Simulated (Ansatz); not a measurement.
**CsMgPO₄: checking a database structure before trusting its electric field gradients**

The cell is a COD entry, atoms as given.

Space group P2_1/c (No. 14); a = 5.5034, b = 8.9550, c = 10.9927 Å, β = 119.35°.

```csv
site,Wyckoff,site symmetry,x,y,z
Cs,4e,1,0.5453,0.9974,0.7927
Mg,4e,1,0.1576,0.8172,0.4162
P,4e,1,0.8236,0.6994,0.0833
O13,4e,1,0.5281,0.7597,0.9844
O17,4e,1,0.9141,0.7643,0.2239
O21,4e,1,0.0206,0.7597,0.0407
O25,4e,1,0.8390,0.5275,0.0899
```

One atom of each set is listed.

Method: Kohn–Sham DFT in Ansatz, PBE, plane waves and PAW, scalar-relativistic, 420 eV cutoff, Γ-centred 4×3×2 k-points, Fermi–Dirac smearing 0.02 eV.

**Question.** Do the atoms and the cell lie near the calculated equilibrium?

**Answer.** No. The largest force is 4.6 eV/Å, on atom 21 (O: 1 P at 1.48 Å, 1 Mg at 1.98 Å, angle 133°; also 1 Cs at 3.08 Å), and the pressure is 7.3 GPa, with principal stresses up to 12 GPa in size. Such values can come from imprecise or misplaced coordinates, missing atoms or a wrong setting of the space group; the run alone doesn't tell which, and gradients calculated on this entry can't be taken for those of the compound at ambient conditions.
